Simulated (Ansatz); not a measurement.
BAs:
```yaml
crystal:
  lattice:
    - [5.83712, 0.00000, 0.00000]
    - [0.00000, 5.83712, 0.00000]
    - [0.00000, 0.00000, 3.36198]
  atoms:
    - { symbol: B, position: [0.32271, 0.67729, 0.00000] }
    - { symbol: B, position: [0.67729, 0.32271, 0.00000] }
    - { symbol: B, position: [0.82271, 0.82271, 0.50000] }
    - { symbol: B, position: [0.17729, 0.17729, 0.50000] }
    - { symbol: As, position: [0.31841, 0.31841, 0.00000] }
    - { symbol: As, position: [0.68159, 0.68159, 0.00000] }
    - { symbol: As, position: [0.18159, 0.81841, 0.50000] }
    - { symbol: As, position: [0.81841, 0.18159, 0.50000] }
```

Relaxed with PBEsol. Special points in fractions of this cell's reciprocal vectors: Γ (0.000, 0.000, 0.000); X (0.000, 0.500, 0.000); M (0.500, 0.500, 0.000); Z (0.000, 0.000, 0.500); R (0.000, 0.500, 0.500); A (0.500, 0.500, 0.500).

### Question
List the band energies nearest the valence-band maximum at these points for PBEsol with spin–orbit coupling in the plane-wave PAW code Ansatz.

### Answer
In eV from the valence-band maximum; about four levels below and three above (degenerate sets whole), none deeper than 8.9 eV; points with the same levels are listed once.

```
k                    below                above
-  -----------------------  -------------------
Γ    -0.10 -0.10 0.00 0.00  1.01 1.01 2.13 2.13
X  -1.40 -1.40 -1.40 -1.40  1.89 1.89 1.89 1.89
M  -2.29 -2.29 -2.29 -2.29  2.27 2.27 2.27 2.27
Z  -3.58 -3.58 -3.58 -3.58  1.62 1.62 1.62 1.62
R  -2.15 -2.15 -2.13 -2.13  1.37 1.37 1.37 1.37
A  -2.80 -2.80 -2.80 -2.80  1.03 1.03 1.03 1.03
```

Space group P4_2/mnm. The start of the workflow was typed in or built on a structure type; neither database checked (COD, Materials Project) lists it. It is not the phase usual at ambient conditions (space group No. 216). Symmetry was held in the PBEsol relaxation; phonons on a q-mesh show no instability.

Potentials: the later of the program's two PAW sets.
